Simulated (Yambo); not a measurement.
RPA spectrum of BN (rhombohedral, space group R3m, No. 160) on PBEsol bands in Yambo (16×16×16 mesh, 13 bands, 4 Ry local-field block, 0.2 eV broadening; field along x). CGrdSpXd merges neighbouring transition energies to save time; the report line [X-CG] gives the poles kept by one of the 4 MPI tasks, and where the merging fails may depend on that split. Axes are Cartesian, with cell vectors (Å) (1.25, 0.72, 3.37), (-1.25, 0.72, 3.37), (0.00, -1.44, 3.37).

| CGrdSpXd asked (%) | share reached (%) | poles used (one task) | static ε | largest change of Im ε (% of its maximum) | rough time |
|---|---|---|---|---|---|
| 100 | 100 | 3945 | 4.62 | 0.0 | 1 |
| 70 | 69 | 2760 | 4.62 | 0.1 | within a factor of two |
| 30 | 29 | 1169 | 4.63 | 0.6 | within a factor of two |
| 15 | 2 | 104 | 4.67 | 17 | within a factor of two |
| 5 | 2 | 104 | 4.67 | 17 | within a factor of two |

All runs end normally. In the runs at 15 %, 5 % few poles are left or the spectrum changes by over a quarter of its peak, and no warning says so. Times are rough ratios from shared machines. The k mesh wasn't tested; the rows compare only with each other.

Geometry of the Materials Project entry, not relaxed at this level; primitive cell a = b = c = 3.6693 Å, α = β = γ = 39.87°.

This is not the ordinary phase of the substance; no match was found in the copy of COD used, and its stability was not checked.

The distance between layers or molecules is the database entry's, not relaxed here. Functionals without dispersion can leave it too large, which widens gaps and weakens the response across layers: the numbers belong to this cell.
